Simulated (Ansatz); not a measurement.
Input and command of a calculation in Ansatz (plane waves; scalar-relativistic PAW potentials unless the input names others):

```yaml
crystal:
  lattice:
    - [3.4715970603, -1.9393872787, 0.0]
    - [3.4715970603, 1.9393872787, 0.0]
    - [0.0, 0.0, 8.0040073852]
  atoms:
    - { symbol: Cl, position: [0.8734165105, 0.1265834895, 0.1112334873] }
    - { symbol: Cl, position: [0.6265834895, 0.3734165105, 0.6112334873] }
    - { symbol: Cl, position: [0.1265834895, 0.8734165105, 0.8887665127] }
    - { symbol: Cl, position: [0.3734165105, 0.6265834895, 0.3887665127] }
basis:
  ecutwfc: "500 eV"
kpoints:
  mp_grid: { grid: [10, 10, 5] }
hamiltonian:
  xc: pbesol
scf:
  occupations: { method: fixed }
output:
  forces: true
  eigenvalues: true
  stress: true
```

```bash
ansatz run input.yaml --threads 1 --pin off --max-ram 4096MiB --backend cpu --events-out ev --progress --plain --runs-dir out
```

Abridged log:
```
Basis set: ecut = 500 eV, 2731 PW (Γ), exchange–correlation on 60×60×120 points (8 copies of the dense FFT grid, shifted against one another)
Bands: 18, of which v1, the nominal top of the filled ones, is band 14 counted from 1 (13 counted from 0)
Symmetry: 8 space group operations
k-points: 93 of 500
SCF iter   1: F=—  HF=-4243.249846 eV  |F-HF|=—  |Δ(HF+E_count)|=         —  Δρ=3.77e-3  dr2=1.40e-2  ethr=1.77e-3  ⟨swp⟩=4.6  Hψ=7818  notcnv=0  defer=186
SCF iter   2: F=—  HF=-4243.247660 eV  |F-HF|=—  |Δ(HF+E_count)|=   2.19e-3  Δρ=1.89e-3  dr2=3.38e-3  ethr=4.98e-5  ⟨swp⟩=2.9  Hψ=3893  notcnv=0  defer=186
SCF iter   3: F=—  HF=-4243.247479 eV  |F-HF|=—  |Δ(HF+E_count)|=   1.81e-4  Δρ=3.24e-4  dr2=1.11e-4  ethr=1.21e-5  ⟨swp⟩=3.0  Hψ=3162  notcnv=0  defer=186
SCF iter   4: F=—  HF=-4243.247516 eV  |F-HF|=—  |Δ(HF+E_count)|=   3.73e-5  Δρ=1.07e-4  dr2=1.09e-5  ethr=3.97e-7  ⟨swp⟩=2.7  Hψ=2528  notcnv=0  defer=183
SCF iter   5: F=—  HF=-4243.247533 eV  |F-HF|=—  |Δ(HF+E_count)|=   1.71e-5  Δρ=2.01e-5  dr2=3.80e-7  ethr=3.89e-8  ⟨swp⟩=2.3  Hψ=2785  notcnv=0  defer=33
SCF iter   6: F=-4243.247534 eV  HF=-4243.247534 eV  |F-HF|=4.57e-8  |Δ(HF+E_count)|=   1.04e-6  Δρ=4.72e-6  dr2=1.73e-8  ethr=3.57e-10  ⟨swp⟩=7.2  Hψ=8744  notcnv=0
SCF 1 converged in 6 iterations: F = -4243.247534 eV  dr2 = 1.73e-8
SCF converged after 6 iterations
Free energy (F): -4243.247534 eV
Harris-Foulkes:  -4243.247534 eV  (|F-HF|=4.57e-8)
Internal energy: -4243.247534 eV  (E = F + TS)
E sigma→0 (E₀):  -4243.247534 eV
Fermi energy:    1.218747 eV
--- Forces (eV/Å), atoms counted from 1 ---
  atom   1  Cl     0.00000000    -0.00019679    -0.00006244
  atom   2  Cl     0.00000000     0.00019679    -0.00006244
  atom   3  Cl     0.00000000     0.00019679     0.00006244
  atom   4  Cl     0.00000000    -0.00019679     0.00006244
--- Stress (GPa, compression-positive) ---
        0.001031       0.000000       0.000000
        0.000000      -0.001381       0.000000
        0.000000       0.000000       0.004088
  P = ⅓ Tr σ = 0.0012 GPa (0.012 kbar)
```

Apart from outputs, empty bands and the relaxation, which only the reference makes, the input differs from a reference run on usual settings in basis.ecutwfc: 420 → "500 eV"; kpoints.mp_grid.grid: [8, 8, 4] → [10, 10, 5]. The reference, at the same geometry, ended its own course with pressure 0.00 GPa, largest force 0.000 eV/Å, gap on the mesh 2.02 eV. This run converged in 6 SCF iterations with an energy at zero smearing 0.11 meV/atom below the reference's, pressure 0.00 GPa, largest force 0.000 eV/Å, gap on the mesh 2.02 eV.

Time: 6.5 s on 1 thread of Intel(R) Xeon(R) 6975P-C (Granite Rapids) (shared host), peak memory 0.51 GiB.